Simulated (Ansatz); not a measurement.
Total density of states per atom from r²SCAN in the plane-wave PAW code Ansatz, in 0.25 eV bins, energy from the Fermi level:

```
E (eV) | states/eV/atom
    -7.85 |  0.00
    -7.60 |  0.00
    -7.35 |  0.00
    -7.10 |  0.00
    -6.85 |  0.00
    -6.60 |  0.00
    -6.35 |  0.00
    -6.10 |  0.00
    -5.85 |  0.00
    -5.60 |  0.00
    -5.35 |  0.00
    -5.10 |  0.00
    -4.85 | ###### 0.26
    -4.60 | ############ 0.54
    -4.35 | #################### 0.84
    -4.10 | ######### 0.38
    -3.85 | ##### 0.23
    -3.60 | ############# 0.55
    -3.35 | ########## 0.44
    -3.10 | ############# 0.56
    -2.85 | ################# 0.75
    -2.60 | ###################### 0.95
    -2.35 | ############### 0.66
    -2.10 | ################## 0.80
    -1.85 | ########################## 1.13
    -1.60 | ################### 0.80
    -1.35 | ################# 0.73
    -1.10 | ######################### 1.10
    -0.85 | ################## 0.79
    -0.60 | ############## 0.62
    -0.35 | ########### 0.48
    -0.10 | ########## 0.42
     0.15 | ########### 0.49
     0.40 | ############# 0.56
     0.65 | ############################## 1.30
     0.90 | ############ 0.52
     1.15 | ########### 0.46
     1.40 | ########### 0.48
     1.65 | ########### 0.49
     1.90 | ################# 0.72
     2.15 | ################ 0.70
     2.40 | #################### 0.88
     2.65 | ############################ 1.20
     2.90 | ################ 0.70
     3.15 | #################### 0.86
     3.40 | ########################### 1.17
     3.65 | ################### 0.84
     3.90 | ######################## 1.03
     4.15 | ############################ 1.22
     4.40 | ######################### 1.08
```

Which compound is it?
(A) HfGeS, P4/nmm (Hf on 2c, Ge on 2a, S on 2c)
(B) Zr5Ge3, P6_3/mcm (Zr on 6g, Zr on 4d, Ge on 6g)
(C) TbAl2Ge2, P-3m1 (Tb on 1a, Al on 2d, Ge on 2d)
(D) LaCu2Ge2, I4/mmm (La on 2a, Cu on 4d, Ge on 4e)

B, Zr5Ge3, P6_3/mcm (Zr on 6g, Zr on 4d, Ge on 6g). Within 0.5 eV of the Fermi level: Zr 4d 89 %, Ge 4p 6 %. Projections are on Löwdin-orthogonalised atomic valence shells; empty p or d shells of many metals are not among them.

The workflow started from a Materials Project entry (that database holds measured and hypothetical structures alike); the Crystallography Open Database copy checked does not list it. Its standing as an ambient phase is unchecked. The r²SCAN relaxation kept the symmetry of its start; its stability against distortions is not shown here. The run is not spin-polarised. Scalar-relativistic: spin–orbit coupling is off unless named, which matters more the heavier the elements.

Potentials: the later of the program's two PAW sets.
